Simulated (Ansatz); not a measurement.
## From the elastic tensor of FeNi to moduli and sound speeds

All numbers below come from DFT PBEsol, scalar-relativistic, plane waves, PAW (Ansatz). Settings: 420 eV plane-wave cutoff, Γ-centred 16×16×12 mesh, Gaussian smearing of 0.20 eV. Collinear spin, site moments 2.5, 0.7 μB.

Symmetry: P4/mmm, No. 123, tetragonal system. Conventional cell: a = 2.468 Å, b = 2.468 Å, c = 3.533 Å, α = 90.00°, β = 90.00°, γ = 90.00°. Fe (site symmetry 4/mmm) has 4 Fe at 2.47 Å and 8 Ni at 2.48 Å as nearest neighbours. Ni (site symmetry 4/mmm) has 4 Ni at 2.47 Å and 8 Fe at 2.48 Å as nearest neighbours.

In a metal, frequencies and elastic constants depend on the k mesh and the smearing, soft modes and shear constants most.

Relaxed-ion constants (GPa, on the Cartesian axes of the calculation):
```
395.5  50.0 162.2   0.0   0.0   0.0
 50.0 395.5 162.2   0.0   0.0   0.0
162.2 162.2 340.7   0.0   0.0   0.0
  0.0   0.0   0.0 146.4   0.0   0.0
  0.0   0.0   0.0   0.0 146.4   0.0
  0.0   0.0   0.0   0.0   0.0  45.7
```

Density 8.837 g/cm³; 2 atoms in 21.52 Å³.

The values that follow are for a polycrystal of randomly turned grains, by Hill's mean where one number stands. In a crystal this anisotropic the Voigt and Reuss bounds lie far apart, so Hill's mean and the sound speeds and Debye temperature from it are rough.

```json
{
  "Bulk modulus, Voigt / Reuss / Hill": "208.9 / 207.4 / 208.2 GPa",
  "Shear modulus, Voigt / Reuss / Hill": "118.2 / 92.6 / 105.4 GPa",
  "Young's modulus": "271 GPa",
  "Poisson ratio": "0.283",
  "Pugh ratio B/G": "1.97 (over 1.75, the rule of thumb for ductile)",
  "Universal anisotropy index": "1.39",
  "Longitudinal and transverse sound speeds": "6281 and 3453 m/s",
  "Debye temperature from the mean sound speed": "519 K"
}
```

Cost: 1 run of about 9.2 core-minutes, on Arm Neoverse V2 (shared hosts).